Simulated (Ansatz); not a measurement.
MgBr2 (CdI2 type)

```
MgBr2
1.0
    3.82788     0.00000     0.00000
   -1.91394     3.31504     0.00000
    0.00000     0.00000     6.26170
Mg Br
1 2
Cartesian
  0.00000   0.00000   0.00000
  0.00000   2.21003   1.49943
  1.91394   1.10501   4.76227
```

This relaxed cell (volume V₀) is scaled evenly in all directions, its shape held. The atoms relax within the cell's symmetry.

All values below come from r2SCAN+rVV10 (plane waves to 500 eV, PAW, scalar-relativistic; Ansatz, a quantum-chemistry and plane-wave program). k mesh 10×10×6 (Γ-centred), Fermi-Dirac smearing 0.05 eV. E stands for the smeared free energy. Stress and pressure are positive under compression. MgBr2 was relaxed with its symmetry unable to fall. ΔE is measured from the relaxed starting cell.

What ΔE (meV/atom) and P (GPa) does the calculation give at V/V₀ = 0.950, 0.960, 0.970, 1.010, 1.020, 1.060?


| V/V₀ | ΔE (meV/atom) | P (GPa) |
|---|---|---|
| 0.950 | 5.6 | 1.42 |
| 0.960 | 3.5 | 1.10 |
| 0.970 | 1.9 | 0.82 |
| 1.010 | 0.2 | -0.23 |
| 1.020 | 0.8 | -0.45 |
| 1.060 | 6.3 | -1.20 |

(Under strain, the slope of the energy per volume gives the stress and its curvature an elastic modulus.)
